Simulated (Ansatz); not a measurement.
# What DFT gives for BaCd2Ge2

```yaml
crystal:
  lattice:
    - [0.00000, 4.72430, 0.00000]
    - [4.72430, 0.00000, 0.00000]
    - [2.36215, 2.36215, -5.77661]
  atoms:
    - { symbol: Ge, position: [0.38734, 0.38734, 0.22532] }
    - { symbol: Ge, position: [0.61266, 0.61266, 0.77468] }
    - { symbol: Cd, position: [0.75000, 0.25000, 0.50000] }
    - { symbol: Cd, position: [0.25000, 0.75000, 0.50000] }
    - { symbol: Ba, position: [0.00000, 0.00000, 0.00000] }
```

Single point in Ansatz 0.2.0 with r2SCAN, no spin polarisation. Cutoff 500 eV, PAW datasets, 8×8×8 Γ-centred k mesh, fermi-dirac filling (width 0.1 eV).

Q: What is the formation energy?

A: -0.42 eV an atom against the elements' usual phases (free molecules for gases, crystals otherwise, with no correction for O₂ or N₂), so it is bound against them; other compounds may still compete. Relaxing would lower it.

Q: Which element gives electrons and which takes them?

A: Bader charges in e: Ba +1.28, Cd +0.10, Ge -0.74. In the mean Ba gives up most and Ge takes most.

Q: Describe some of the short contacts.

A: Ge–Ge at 2.60 Å: least valence density 0.37 e/Å³ and ELF 0.63 there. Ge–Cd at 2.85 Å: least valence density 0.25 e/Å³ and ELF 0.38 there. Cd–Cd at 3.34 Å: least valence density 0.12 e/Å³ and ELF 0.18 there. These are pseudo-fields; inside the PAW spheres they differ from the all-electron ones.

Q: Are the atoms at rest?

A: Nearly at rest: the largest force is 0.015 eV/Å.

Q: Metal or insulator?

A: It is a metal, with about 1.1 states/eV a cell as the mean within 0.25 eV of the Fermi level.

Q: Is the cell too large or too small?

A: The pressure is -1.2 GPa (compression positive), so with the atoms held at these fractions the cell would first shrink.

Origin: a database entry at a rescaled volume.
